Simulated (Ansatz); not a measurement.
## ZnS, first-principles data

ZnS:
```
ZnS
1.0
    3.59018     0.00000     0.00000
   -1.79509     3.10918     0.00000
    0.00000     0.00000     5.88004
Zn S
2 2
Direct
  0.00000   0.00000   0.00000
  0.00000   0.00000   0.50000
  0.33333   0.66667   0.25000
  0.66667   0.33333   0.75000
```

Space group P6_3/mmc (No. 194), NiAs type; conventional cell a = b = 3.5902 Å, c = 5.8800 Å, α = β = 90.00°, γ = 120.00°.

Method: DFT-r²SCAN in the program Ansatz with PAW potentials. Geometry: relaxed at this level of theory. Other levels are named where they apply.

**Cell and energy**

```yaml
volume_per_atom: 16.41 Å³
density: 4.93 g/cm³
Formation energy from the elements (no fitted shifts): -643 meV/atom
```

**Electronic structure**

```yaml
band_gap: 0.82 eV (indirect)
valence_band_maximum: on the Γ–M line, 37 % of the way from Γ
conduction_band_minimum: at K (2 equivalent valleys)
smallest_direct_gap_on_the_standard_path: 2.38 eV
electron_effective_mass: 0.21, 0.31, 0.31 mₑ (principal values)
hole_effective_mass: 0.21, 1.1, 3.6 mₑ (principal values)
HSE06 gap on the r²SCAN cell: 1.48 eV
```

**Mechanics**

```yaml
Bulk modulus (Birch–Murnaghan fit): 97.5 GPa
Pressure derivative B′: 4.4
Elastic constants (relaxed ions, GPa): C11 = 142, C12 = 87.7, C13 = 58.1, C33 = 188, C44 = 0.3
mechanical_stability: marginal (the smallest eigenvalue of C is near zero)
```

**Charges**

```yaml
bader_charges: Zn +1.04, S -1.04 e
```

The start of the workflow was typed in or built on a structure type; neither database checked (COD, Materials Project) lists it. It is not the phase usual at ambient conditions (space group No. 186, 216). The r²SCAN relaxation kept the symmetry of its start; whether a distortion lowers the energy is not shown. The references are the lowest solids computed at this level, not always the standard phases.

Potentials: the earlier of the program's two PAW sets.
